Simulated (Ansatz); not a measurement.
## Ta2SnO7: ¹¹⁹Sn Mössbauer parameters

Cell: an entry of the Crystallography Open Database (COD), its atoms then relaxed with PBE in this cell.

```
Ta Sn O
1.0
     8.57000   -2.43250    0.00000
     8.57000    2.43250    0.00000
    -0.09683    0.00000    5.54716
Ta Sn O
4 2 14
Direct
  0.92773 0.40740 0.68158
  0.59260 0.07227 0.81842
  0.07227 0.59260 0.31842
  0.40740 0.92773 0.18158
  0.80207 0.19793 0.25000
  0.19793 0.80207 0.75000
  0.59035 0.40965 0.75000
  0.40965 0.59035 0.25000
  0.05956 0.10005 0.51557
  0.89995 0.94044 0.98443
  0.94044 0.89995 0.48443
  0.10005 0.05956 0.01557
  0.61700 0.67914 0.44153
  0.32086 0.38300 0.05847
  0.38300 0.32086 0.55847
  0.67914 0.61700 0.94153
  0.15058 0.29420 0.34003
  0.70580 0.84942 0.15997
  0.84942 0.70580 0.65997
  0.29420 0.15058 0.84003
```

Sites (sets of like atoms) are named by element and the number of their first atom in this list.

Method: Kohn–Sham DFT in Ansatz, r2SCAN, plane waves and PAW, scalar-relativistic, 500 eV cutoff, Γ-centred 5×5×5 k-points, Fermi–Dirac smearing 0.02 eV.

Isomer shifts (against SnO₂) follow from the electron density at the nucleus, δ = α(ρ − ρ₀), with α = 0.093 mm s⁻¹ a₀³ and ρ₀ = 183072.84 a₀⁻³ from a line fitted to 8 measured compounds at this level of theory (rms miss 0.14 mm/s). ΔE_Q = ½eQV_zz(1 + η²/3)^½ with Q = -0.132 b for the 23.9 keV state.

Question: Where do the absorption lines lie?

Answer: Sn (2 atoms a cell): δ = 0.66, |ΔE_Q| = 1.67 mm/s, a doublet at -0.17 and 1.50 mm/s.

At this cell the r2SCAN pressure is -9 GPa, so with r2SCAN the cell would shrink if it were relaxed. The entry's cell may itself be off. The largest force is 0.4 eV/Å, so the atoms aren't at the calculated equilibrium and relaxing them would move these values. Without spin–orbit coupling (the program notes it for Sn) the gradients are little affected as a rule: paired runs on crystals with a gap mostly move them by under 2 % at such atoms. With these PAW files V_zz is typically within 2 to 3 % of all-electron values, but misses above 10 % occur on Sn. The database positions were far from equilibrium, so the relaxed structure may not be the compound's real one.
